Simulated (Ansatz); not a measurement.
Si (I4_1/amd), two-dimensional strain map

Method: DFT r2SCAN, scalar-relativistic, plane waves, PAW in Ansatz. Settings: plane waves to 500 eV, k-mesh 20×20×20 (Γ-centred), Gaussian smearing 0.15 eV. No spin polarisation. Energies are free energies at this smearing, counted from the undisturbed cell; pressure is positive in compression.

The undisturbed cell (as given, not relaxed at this level; it stands at 2.5 GPa; this form isn't the usual structure):

```yaml
crystal:
  lattice:
    - [-2.37137, 2.37137, 1.32927]
    - [2.37137, -2.37137, 1.32927]
    - [2.37137, 2.37137, -1.32927]
  atoms:
    - { symbol: Si, position: [0.25000, 0.75000, 0.50000] }
    - { symbol: Si, position: [0.50000, 0.50000, 0.00000] }
```

The cell is strained by p along both x and y and by q along z, fractional coordinates fixed. Points are written (p, q).

Energy above the undisturbed cell in meV/atom (a dash: not computed):

```csv
p \ q,-0.030,-0.015,0.000,0.015,0.030
-0.030,71.4,56.6,46.1,38.7,33.9
-0.015,?,–,15.3,–,?
0.000,11.3,3.7,0.0,?,2.0
0.015,2.4,–,-2.2,–,?
0.030,4.4,4.0,6.8,12.5,20.6
```

Q: Fill in the withheld energies.

A: (-0.015, -0.030): 33.6; (-0.015, 0.030): 10.8; (0.000, 0.015): -0.4; (0.015, 0.030): 5.8.